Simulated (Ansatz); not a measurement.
AlRu:
```
CELL_PARAMETERS angstrom
      2.97618     0.00000     0.00000
      0.00000     2.97618     0.00000
      0.00000     0.00000     2.97618
ATOMIC_POSITIONS crystal
  Al 0.00000 0.00000 0.00000
  Ru 0.50000 0.50000 0.50000
```

Relaxed with PBEsol. Special points in fractions of this cell's reciprocal vectors: Γ (0.000, 0.000, 0.000); X (0.000, 0.500, 0.000); M (0.500, 0.500, 0.000); R (0.500, 0.500, 0.500).

### Question
List the band energies nearest the Fermi level at these points for the program Ansatz at the PBEsol level (PAW).

### Answer
In eV from the Fermi level; about four levels below and three above (degenerate sets whole), none deeper than 8.9 eV; points with the same levels are listed once.

| k | below | above |
|---|---|---|
| Γ | -3.67 -3.67 | 0.20 0.20 0.20 |
| X | -5.50 -2.85 -1.63 -1.63 | 0.46 2.35 7.41 |
| M | -1.38 -1.38 -1.19 -1.19 | 1.57 5.38 6.44 |
| R | -4.71 -4.71 -4.71 | 1.67 1.67 2.70 |

Space group Pm-3m (CsCl type). Symmetry was held in the PBEsol relaxation; of distortions, only those at the zone centre were tested. The run is not spin-polarised. Spin–orbit coupling is left out wherever it is not named.

Potentials: the earlier of the program's two PAW sets.
